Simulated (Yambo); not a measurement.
A G0W0@PBEsol run in Yambo for MgI2 (CdI2 type, space group P-3m1, No. 164) (3×3×2 Γ-centred k mesh, bands 9 to 298 and a 7 Ry block in the screening, 298 bands in G with the Bruneval-Gonze terminator, plasmon pole fitted at 27.2 eV) gives these matrix elements, in eV, at the band edges (Γ → Γ):

```csv
state,E0,<Vxc>,<Σx>,<Σc(E0)>,Z
valence edge,0.000,-11.539,-14.114,1.282,0.805
conduction edge,3.274,-8.961,-4.712,-3.500,0.826
```

Question: Solve the linearised quasiparticle equation for both states, give the gap, and say how exchange and correlation each act on it.

Answer: E = E0 + Z(Σx + Σc − Vxc). Valence: 0.000 + 0.805 × (-14.114 + (1.282) − (-11.539)) = -1.04 eV. Conduction: 3.274 + 0.826 × (-4.712 + (-3.500) − (-8.961)) = 3.89 eV. The gap is 4.93 eV, against 3.27 eV in PBEsol. Replacing Vxc by bare exchange alone would open it by 6.82 eV; correlation takes back 4.78 eV of that, and Z scales what is left. Nearest settings tried, and what they do to the gap: 188 bands in W, 188 bands in G: -33 meV; 6 Ry block (161 vectors against 233): -54 meV. Not varied: mesh. So the settings aren't converged at that level. The k mesh is coarse. The mesh misses a band edge: along a dense path the PBEsol gap is 3.10 eV against 3.27 eV on the mesh. 

Spin-orbit coupling is included.

Geometry relaxed with PBE+D3(BJ); primitive cell a = 4.1255 Å, b = 4.1255 Å, c = 6.8268 Å, α = 90.00°, β = 90.00°, γ = 120.00°.
